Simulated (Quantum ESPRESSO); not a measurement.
HfTa₅WAu (simulated cell) (calculated)

All values are calculated (Quantum ESPRESSO 7.5). Calculation on a made-up metal alloy cell, not a measurement: no spin or spin-orbit, unrelaxed, 2900 K smearing, stress positive in tension, cell energy less fitted offsets; periodic Kohn-Sham density functional theory in plane waves with PseudoDojo standard norm-conserving scalar-relativistic pseudopotentials, each functional with its own files (v0.5 for PBE, v0.4.1 for LDA and PBEsol), eight atoms on drawn sites of a strained close-packed or body-centred lattice, each displaced and held fixed; the energy is the cell's free energy, ions and the entropy term -TS included, at the stated Fermi-Dirac width, less a fixed offset for each atom's element (shifted free energy); compositions with an open d shell lost a parallel starting moment in a cheaper test run, and other magnetic orders were not tried; an error bar is the largest change of its kind in a tighter rerun, never given below 0.002 eV, 0.02 GPa or 0.003 eV/angstrom, and covers cutoff and k-mesh only, not smearing or the files.

```yaml
- formula: HfTa5WAu
  kind: "simulated cell"
  structure:
    cell_angstrom:
      - [0.0313, -2.0813, -2.0066]
      - [-6.0239, -1.9736, -0.0137]
      - [-2.0978, 4.1758, -6.0017]
    atoms_fractional:
      - [Ta, -0.0169, -0.01932, 0.00398]
      - [Ta, 0.17878, 0.12458, 0.6295]
      - [Ta, 0.23348, 0.27977, 0.26124]
      - [Au, 0.34044, 0.40634, 0.84971]
      - [Hf, 0.40964, 0.4984, 0.49852]
      - [W, 0.68566, 0.62693, 0.12174]
      - [Ta, 0.7741, 0.75238, 0.75172]
      - [Ta, 0.84338, 0.86959, 0.36957]
  settings:
    lattice_type: "face-centred cubic"
    functional: pbe
    "cutoff [eV]": 1034
    "fermi_dirac_smearing [eV]": 0.25
    electrons_removed: 0
    run_command: "mpirun -np 4 pw.x -nk 4 -in in"
    run_processor: "Intel Xeon, 2023 or later, virtual cores"
    k_mesh: "8 x 4 x 3 shifted half a step off Gamma on each axis"
    atom_site: [1, 2, 3, 4, 5, 6, 7, 8]
    "atom_energy_offset [eV]": [-1771.44, -1771.44, -1771.44, -4032.82, -1535.13, -2063.48, -1771.44, -1771.44]
  results:
    "stress_xz [GPa]": null
    "stress_yy [GPa]": null
  notes: ["heavy elements are run without spin-orbit coupling, which real alloys of them have", "a spin test at this wide smearing found no moment, but such smearing suppresses magnetism that the real alloy may have", "lattice, volume and sites are drawn at random and may be unstable or far from any real phase", "energies are for the whole cell, less offsets fitted to these runs, so they are not formation energies", "error bars: energy 0.0044 eV, stress 0.039 GPa, force 0.012 eV/Å, from a tighter rerun of a related cell, whose elements or sites may differ", "21 SCF iterations, 292 s of wall time on a shared machine"]
```

**Q.** Give the missing stress xz for HfTa₅WAu (simulated cell).
**A.** -0.12 GPa

**Q.** Estimate the stress yy of HfTa₅WAu (simulated cell).
**A.** -27.44 GPa

Further results for HfTa₅WAu (simulated cell):

- entropy term negative ts: -1.658 eV
- pressure: 28.7 GPa
- stress xx: -32.63 GPa
- stress zz: -26.03 GPa
- stress yz: 2.84 GPa
- stress xy: -1.04 GPa
- shifted free energy: 2.306 eV

Forces:
```
site  x (eV/Å)  y (eV/Å)  z (eV/Å)
   1    -2.875    -0.673    -0.071
   2     0.861     1.479     0.095
   3     3.128    -0.806     1.797
   4     1.717     1.598    -3.365
   5    -1.396    -1.677    -0.917
   6     0.847     0.227     0.814
   7    -1.011      0.04     1.374
   8     -1.27    -0.188     0.273
```
